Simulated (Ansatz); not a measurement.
Relaxed-ion elastic tensor of TiO$_{2}$ (anatase, space group No. 141) in GPa (Voigt order), the program Ansatz at the r²SCAN level (PAW); density 3.88 g/cm³, 11.40 Å³ per atom.

|  | 1 | 2 | 3 | 4 | 5 | 6 |
|---|---|---|---|---|---|---|
| 1 | 364 | 159 | 153 | 0.0 | 0.0 | 0.0 |
| 2 | 159 | 364 | 153 | 0.0 | 0.0 | 0.0 |
| 3 | 153 | 153 | 209 | 0.0 | 0.0 | 0.0 |
| 4 | 0.0 | 0.0 | 0.0 | 50.6 | 0.0 | 0.0 |
| 5 | 0.0 | 0.0 | 0.0 | 0.0 | 50.6 | 0.0 |
| 6 | 0.0 | 0.0 | 0.0 | 0.0 | 0.0 | 64.8 |

Question: Is the crystal mechanically stable?

Answer: Yes: the smallest eigenvalue of C is 50.6 GPa.

Question: Work out the Voigt, Reuss and Hill averages.

Answer: K_V = 207, K_R = 190, K_H = 199; G_V = 64.8, G_R = 59.2, G_H = 62.0 GPa.

Question: Give Young's modulus, Poisson's ratio, Pugh's ratio and the universal anisotropy index.

Answer: E = 9KG/(3K + G) = 168 GPa; ν = 0.36; K/G = 3.21 (ductile by the Pugh limit of 1.75); A_U = 5G_V/G_R + K_V/K_R − 6 = 0.57.

Question: Estimate the sound speeds and the Debye temperature.

Answer: v_l = √((K + 4G/3)/ρ) = 8520 m/s, v_t = √(G/ρ) = 4000 m/s, mean 4500 m/s; Θ = (h/k)(3n/4πV)^(1/3) v_m = 595 K.

Question: Solve the Christoffel equation for the three sound speeds along x, y, z.

Answer: Eigenvalues of C_ijkl n_j n_l equal ρv². In km/s, slowest first: x 3.61, 4.09, 9.69; y 3.61, 4.09, 9.69; z 3.61, 3.61, 7.34.

Question: How much does each axis shrink under pressure?

Answer: Linear compressibilities β_i = Σ_j S_ij (j = 1 to 3): x 0.90, y 0.90, z 3.5 per TPa.

Space group I4_1/amd (anatase). The r²SCAN relaxation kept the symmetry of its start; of distortions, only those at the zone centre were tested. No spin polarisation was allowed.

Potentials: the later of the program's two PAW sets.
